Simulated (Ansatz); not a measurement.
Input, command and steps of an Ansatz relaxation.

```yaml
crystal:
  lattice:
    - [9.4154737593, 0.0, 0.0]
    - [-4.7077368797, 8.1540394642, 0.0]
    - [0.0, 0.0, 3.2793218445]
  atoms:
    - { symbol: V, position: [0.6666666667, 0.3333333333, 0.25], spin: -1.98 }
    - { symbol: V, position: [0.3333333333, 0.6666666667, 0.75], spin: -1.98 }
    - { symbol: Br, position: [0.4358291603, 0.2179145802, 0.75] }
    - { symbol: Br, position: [0.7820854198, 0.2179145802, 0.75] }
    - { symbol: Br, position: [0.7820854198, 0.5641708397, 0.75] }
    - { symbol: Br, position: [0.5641708397, 0.7820854198, 0.25] }
    - { symbol: Br, position: [0.2179145802, 0.7820854198, 0.25] }
    - { symbol: Br, position: [0.2179145802, 0.4358291603, 0.25] }
basis:
  ecutwfc: 420
kpoints:
  mp_grid: { grid: [6, 6, 10] }
hamiltonian:
  xc: pbesol
scf:
  occupations: { method: gaussian, width: 0.1 }
output:
  forces: true
  stress: true
  eigenvalues: true
  populations: true
  write_density: true
  write_potential: true
  elf: true
  volumetric_format: npy
magnetization:
  spin_polarized: true
relax:
  adjacent_minimum: "off"
  f_tol: 0.01
  max_steps: 30
  cell: { stress_tol: 0.1, fix: [volume] }
```

```bash
ansatz run input.yaml --threads 2 --pin off --max-ram 5120MiB --backend cpu --events-out ev --progress --plain --runs-dir out
```

These are results of DFT PBEsol, scalar-relativistic, plane waves, PAW (Ansatz 0.2.0), not measurements.

The volume is held at 0.94 times that of the relaxed cell.

Of 5 frames 4 are shown, positions in Å and forces in eV/Å; the SCF threshold varies from step to step. Steps run on the plane waves of an earlier cell, with a Pulay correction in the pressure. The basis is chosen afresh for the last frame, the zero of the energies, and at times for earlier ones too; energy and pressure can step there, also at an unchanged geometry. Where two frames share a geometry here, they differ by under 2 meV/atom and 0.3 GPa.

```xyz
8
Lattice="9.4155 0.0000 0.0000 -4.7077 8.1540 0.0000 0.0000 0.0000 3.2793" Properties=species:S:1:pos:R:3:forces:R:3 pbc="T T T" step=1 free_energy_over_end_meV_per_atom=3.60 pressure_GPa=1.46
V     4.7077    2.7180    0.8198    0.0000    0.0000    0.0000
V     0.0000    5.4360    2.4595    0.0000    0.0000    0.0000
Br    3.0777    1.7769    2.4595   -0.2477   -0.1430    0.0000
Br    6.3378    1.7769    2.4595    0.2477   -0.1430    0.0000
Br    4.7077    4.6003    2.4595    0.0000    0.2860    0.0000
Br    1.6301    6.3772    0.8198    0.2477    0.1430    0.0000
Br   -1.6301    6.3772    0.8198   -0.2477    0.1430    0.0000
Br    0.0000    3.5538    0.8198    0.0000   -0.2860    0.0000
8
Lattice="9.3814 0.0000 0.0000 -4.6907 8.1246 0.0000 0.0000 0.0000 3.3032" Properties=species:S:1:pos:R:3:forces:R:3 pbc="T T T" step=2 free_energy_over_end_meV_per_atom=0.39 pressure_GPa=0.07
V     4.6907    2.7082    0.8258    0.0000    0.0000    0.0000
V     0.0000    5.4164    2.4774    0.0000    0.0000    0.0000
Br    3.0354    1.7525    2.4774    0.0843    0.0487    0.0000
Br    6.3460    1.7525    2.4774   -0.0843    0.0487    0.0000
Br    4.6907    4.6195    2.4774    0.0000   -0.0973    0.0000
Br    1.6553    6.3720    0.8258   -0.0843   -0.0487    0.0000
Br   -1.6553    6.3720    0.8258    0.0843   -0.0487    0.0000
Br    0.0000    3.5050    0.8258    0.0000    0.0973    0.0000
8
Lattice="9.3535 0.0000 0.0000 -4.6767 8.1003 0.0000 0.0000 0.0000 3.3229" Properties=species:S:1:pos:R:3:forces:R:3 pbc="T T T" step=3 free_energy_over_end_meV_per_atom=0.15 pressure_GPa=0.22
V     4.6767    2.7001    0.8307    0.0000    0.0000    0.0000
V     0.0000    5.4002    2.4922    0.0000    0.0000    0.0000
Br    3.0336    1.7515    2.4922   -0.0165   -0.0095    0.0000
Br    6.3198    1.7515    2.4922    0.0165   -0.0095    0.0000
Br    4.6767    4.5974    2.4922    0.0000    0.0190    0.0000
Br    1.6431    6.3489    0.8307    0.0165    0.0095    0.0000
Br   -1.6431    6.3489    0.8307   -0.0165    0.0095    0.0000
Br    0.0000    3.5029    0.8307    0.0000   -0.0190    0.0000
8
Lattice="9.3700 0.0000 0.0000 -4.6850 8.1147 0.0000 0.0000 0.0000 3.3112" Properties=species:S:1:pos:R:3:forces:R:3 pbc="T T T" step=5 free_energy_over_end_meV_per_atom=0.00 pressure_GPa=0.27
V     4.6850    2.7049    0.8278    0.0000    0.0000    0.0000
V     0.0000    5.4098    2.4834    0.0000    0.0000    0.0000
Br    3.0386    1.7543    2.4834    0.0007    0.0004    0.0000
Br    6.3314    1.7543    2.4834   -0.0007    0.0004    0.0000
Br    4.6850    4.6060    2.4834    0.0000   -0.0008    0.0000
Br    1.6464    6.3604    0.8278   -0.0007   -0.0004    0.0000
Br   -1.6464    6.3604    0.8278    0.0007   -0.0004    0.0000
Br    0.0000    3.5086    0.8278    0.0000    0.0008    0.0000
```

The run took 3.3 min on 2 threads of Arm Neoverse V2 (shared host), peak memory 0.97 GiB.

Moments started parallel, and an antiferromagnetic order may lie lower. The cell holds chains, and where no dispersion correction was added their binding is poorly described.